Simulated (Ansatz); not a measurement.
## Calculated 39K nuclear quadrupole resonance for K3Ir2O6

Cell: a measured structure from the Crystallography Open Database (COD) whose atoms were relaxed with PBE, the cell held.

Space group R-3:H (No. 148); a = 10.8202, c = 10.5416 Å, γ = 120.00°.

```
site  Wyckoff  site symmetry       x       y       z
   K      18f              1  0.7023  0.6416  0.5141
 Ir7       3a            -3.  0.0000  0.0000  0.0000
 Ir8       3b            -3.  0.0000  0.0000  0.5000
 Ir9       6c             3.  0.0000  0.0000  0.2568
 O11      18f              1  0.8127  0.4593  0.4619
 O17      18f              1  0.0287  0.1554  0.3787
```

One atom of each set is listed; the run and its k-mesh use a cell of 22 atoms with edges of 7.17, 7.17, 7.17 Å.

The numbers come from a DFT calculation in Ansatz (PBE, plane waves and PAW, scalar-relativistic, 420 eV cutoff, Γ-centred 5×5×5 k-points, Fermi–Dirac smearing 0.05 eV).

39K: I = 3/2, Q = 60.30 mb (year-2017 value). Static lattice, zero field.

(1) Predict the zero-field 39K lines of each site.

(2) And for K-41 (I = 3/2, Q = 73.40 mb) on K?

Results:

(1) For I = 3/2 there is one line, ν = (|C_Q|/2)(1 + η²/3)^½.

```tsv
site	atoms	V_zz (10²¹ V/m²)	C_Q (MHz)	η	line frequencies (MHz)
K	6	2.62	3.81	0.82	2.11
```

(2) C_Q scales with Q to 4.64 MHz, with lines at 2.57 MHz.

The run finds no gap above 0.1 eV (a metal, or nearly one), so the gradients can move by 10 % or more with the k-mesh. Semilocal functionals can leave a metal where correlation in the d or f shell opens a gap in the real compound, and that would change the values at and beside Ir.

The relaxation (8 steps) took 8.9 min of wall time (18 min of CPU time) and 1.3 GiB at its peak, on 2 threads of Arm Neoverse N1 (aarch64; 36 cores open to the job, memory cap 5.0 GiB, no GPU), a shared host with a load of 0.9 a core.
